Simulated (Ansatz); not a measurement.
HfN:
```yaml
crystal:
  lattice:
    - [5.50104, 0.00000, 0.00000]
    - [-2.75052, 4.76404, 0.00000]
    - [0.00000, 0.00000, 3.21116]
  atoms:
    - { symbol: Hf, position: [0.50000, 0.00000, 0.00000] }
    - { symbol: Hf, position: [0.50000, 0.50000, 0.00000] }
    - { symbol: Hf, position: [0.00000, 0.50000, 0.00000] }
    - { symbol: N, position: [0.00000, 0.00000, 0.00000] }
    - { symbol: N, position: [0.33333, 0.66667, 0.50000] }
    - { symbol: N, position: [0.66667, 0.33333, 0.50000] }
```

Relaxed with PBE. Special points in fractions of this cell's reciprocal vectors: Γ (0.000, 0.000, 0.000); M (0.500, 0.000, 0.000); K (0.333, 0.333, 0.000); A (0.000, 0.000, 0.500); L (0.500, 0.000, 0.500); H (0.333, 0.333, 0.500).

Question: List the band energies nearest the Fermi level at these points for PBE (plane waves, PAW; program Ansatz).

Answer: In eV from the Fermi level; about four levels below and three above (degenerate sets whole), none deeper than 8.9 eV; points with the same levels are listed once.

| k | below | above |
|---|---|---|
| Γ | -1.45 -1.45 -1.44 -1.44 | 0.03 0.41 1.69 1.69 |
| M | -3.29 -2.70 -2.09 -0.04 | 0.68 1.67 1.76 |
| K | -3.19 -3.19 -0.82 -0.82 -0.07 | 1.44 2.35 3.14 |
| A | -1.71 -1.71 -1.51 -1.51 | 0.93 1.04 1.04 |
| L | -3.44 -2.38 -1.61 -0.25 | 1.41 1.80 2.14 |
| H | -3.04 -3.04 -1.47 -0.27 | 2.09 2.09 2.29 2.29 |

Space group P6/mmm. The cell is a constructed one: a structure type filled with these elements; neither database checked (COD, Materials Project) lists it. It is not the phase usual at ambient conditions (space group No. 225). The cell was relaxed with PBE under the symmetry of its start; its stability against distortions is not shown here. No spin polarisation was allowed. With an odd number of electrons in the cell and no spin polarisation, the count alone makes it a metal. Scalar-relativistic: spin–orbit coupling is off unless named, which matters more the heavier the elements.

Potentials: the later of the program's two PAW sets.
